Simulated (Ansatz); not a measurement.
In₇Pd₃:
```
In7Pd3
1.0
   -4.74936     4.74936     4.74936
    4.74936    -4.74936     4.74936
    4.74936     4.74936    -4.74936
In Pd
14 6
Direct
  0.25000   0.75000   0.50000
  0.75000   0.25000   0.50000
  0.50000   0.25000   0.75000
  0.50000   0.75000   0.25000
  0.75000   0.50000   0.25000
  0.25000   0.50000   0.75000
  0.00000   0.00000   0.32423
  0.00000   0.00000   0.67577
  0.00000   0.67577   0.00000
  0.00000   0.32423   0.00000
  0.67577   0.67577   0.67577
  0.32423   0.32423   0.32423
  0.67577   0.00000   0.00000
  0.32423   0.00000   0.00000
  0.65202   0.65202   0.00000
  0.34798   0.34798   0.00000
  0.00000   0.65202   0.65202
  0.00000   0.34798   0.34798
  0.65202   0.00000   0.65202
  0.34798   0.00000   0.34798
```

Relaxed with r²SCAN. Special points in fractions of this cell's reciprocal vectors: Γ (0.000, 0.000, 0.000); H (0.500, -0.500, 0.500); N (0.000, 0.000, 0.500); P (0.250, 0.250, 0.250).

Task: List the band energies nearest the Fermi level at these points for DFT-r²SCAN in the program Ansatz with PAW potentials.

Result: In eV from the Fermi level; about four levels below and three above (degenerate sets whole), none deeper than 8.9 eV; points with the same levels are listed once.

```
k                                below                above
-  -----------------------------------  -------------------
Γ  -1.25 -1.25 -1.25 -1.15 -0.81 -0.81       1.19 1.19 1.19
H  -0.64 -0.64 -0.64 -0.43 -0.43 -0.43  0.51 0.75 0.75 0.75
N              -1.34 -1.17 -0.72 -0.72       0.53 0.65 1.22
P  -0.64 -0.64 -0.64 -0.44 -0.44 -0.44       0.80 0.80 0.80
```

Space group Im-3m. The workflow started from a Materials Project entry (that database holds measured and hypothetical structures alike); the Crystallography Open Database copy checked does not list it. Its standing as an ambient phase is unchecked. The r²SCAN relaxation kept the symmetry of its start; whether a distortion lowers the energy is not shown. No spin polarisation was allowed. Scalar-relativistic: spin–orbit coupling is off unless named, which matters more the heavier the elements.

Potentials: the later of the program's two PAW sets.
